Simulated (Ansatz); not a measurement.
# Sn4HSe8, first-principles data

Sn₄HSe₈:
```yaml
crystal:
  lattice:
    - [7.77723, 0.00000, 0.00000]
    - [-3.88862, 6.73528, 0.00000]
    - [0.00000, 0.00000, 6.34664]
  atoms:
    - { symbol: Se, position: [0.16349, 0.83651, 0.99463] }
    - { symbol: Se, position: [0.16349, 0.32699, 0.99463] }
    - { symbol: Se, position: [0.67301, 0.83651, 0.99463] }
    - { symbol: Se, position: [0.66667, 0.33333, 0.97016] }
    - { symbol: Sn, position: [0.82491, 0.64982, 0.22897] }
    - { symbol: Sn, position: [0.82491, 0.17509, 0.22897] }
    - { symbol: Sn, position: [0.33333, 0.66667, 0.24264] }
    - { symbol: Sn, position: [0.35018, 0.17509, 0.22897] }
    - { symbol: Se, position: [0.00000, 0.00000, 0.47197] }
    - { symbol: Se, position: [0.99502, 0.49751, 0.48609] }
    - { symbol: Se, position: [0.50249, 0.00498, 0.48609] }
    - { symbol: Se, position: [0.50249, 0.49751, 0.48609] }
    - { symbol: H, position: [0.00000, 0.00000, 0.70551] }
```

Space group P3m1 (No. 156); conventional cell a = b = 7.7772 Å, c = 6.3466 Å, α = β = 90.00°, γ = 120.00°.

Method: DFT-r²SCAN+D4 in the program Ansatz with PAW potentials. Structure relaxed to zero pressure with the same functional. Other levels are named where they apply.

Cell and energy:

- Volume per atom: 25.57 Å³
- Density: 5.53 g/cm³
- Formation energy from the elements (no fitted shifts): -0.34 eV/atom

Electronic structure:

Electronic character: metallic (no gap)
Density of states at the Fermi level: 0.27 states/eV per atom (mean over ±0.08 eV)
Gap with spin–orbit coupling: none (metallic)

Mechanics:

Bulk modulus (Birch–Murnaghan fit): 20.5 GPa
Pressure derivative B′: 10.2

Charges:

- Bader charges: Se -0.70 to -0.41, Sn +1.27 to +1.31, H +0.01 e

A made-up cell: these elements were put on the sites of a structure type; neither database checked (COD, Materials Project) lists it. Whether it is the stable phase at ambient conditions was not checked. The r²SCAN+D4 relaxation kept the symmetry of its start; its stability against distortions is not shown here. With an odd number of electrons in the cell and no spin polarisation, the count alone makes it a metal. The references are the lowest solids computed at this level, not always the standard phases (solids in place of the gases). Scalar-relativistic: spin–orbit coupling is off unless named, which matters more the heavier the elements.

Potentials: the later of the program's two PAW sets.
